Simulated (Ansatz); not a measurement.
ZnGaNO:
```cif
data_GaNOZn
_chemical_formula_sum 'Ga1 N1 Zn1 O1'
_space_group_name_H-M_alt 'P3m1'
_space_group_IT_number 156
_space_group_name_Hall 'P 3 -2"'
_cell_length_a 3.24267
_cell_length_b 3.24267
_cell_length_c 5.25816
_cell_angle_alpha 90.000
_cell_angle_beta 90.000
_cell_angle_gamma 120.000
loop_
_atom_site_label
_atom_site_type_symbol
_atom_site_symmetry_multiplicity
_atom_site_Wyckoff_symbol
_atom_site_fract_x
_atom_site_fract_y
_atom_site_fract_z
_atom_site_occupancy
Ga1 Ga 1 b 0.33333 0.66667 0.02199 1
N1 N 1 b 0.33333 0.66667 0.37322 1
Zn1 Zn 1 c 0.66667 0.33333 0.47196 1
O1 O 1 c 0.66667 0.33333 0.88598 1
```

Relaxed at zero pressure with plane-wave PAW PBEsol (Ansatz code).

Question: The volume is lowered by 9 % and shape and atoms relax at that volume. What pressure results, and how do the axes share the change?

Answer: 16.1 GPa; a -2.7 %, b -2.7 %, c -4.0 %; the energy rises by 49 meV/atom.

Question: Give the new structure.

Answer: 
Space group P3m1 (No. 156); a = 3.157 Å, b = 3.157 Å, c = 5.049 Å, α = 90.00°, β = 90.00°, γ = 120.00°

| atom | site | symmetry | x | y | z |
|---|---|---|---|---|---|
| Ga | 1b | 3m. | 0.3333 | 0.6667 | 0.0177 |
| N | 1b | 3m. | 0.3333 | 0.6667 | 0.3768 |
| Zn | 1c | 3m. | 0.6667 | 0.3333 | 0.4765 |
| O | 1c | 3m. | 0.6667 | 0.3333 | 0.8821 |

The phase is kept; no other phase was compared at this pressure.

The start of the workflow was typed in or built on a structure type; the Crystallography Open Database copy checked does not list it. Whether it is the stable phase at ambient conditions was not checked. The cell was relaxed with PBEsol under the symmetry of its start; of distortions, only those at the zone centre were tested.

Potentials: the earlier of the program's two PAW sets.
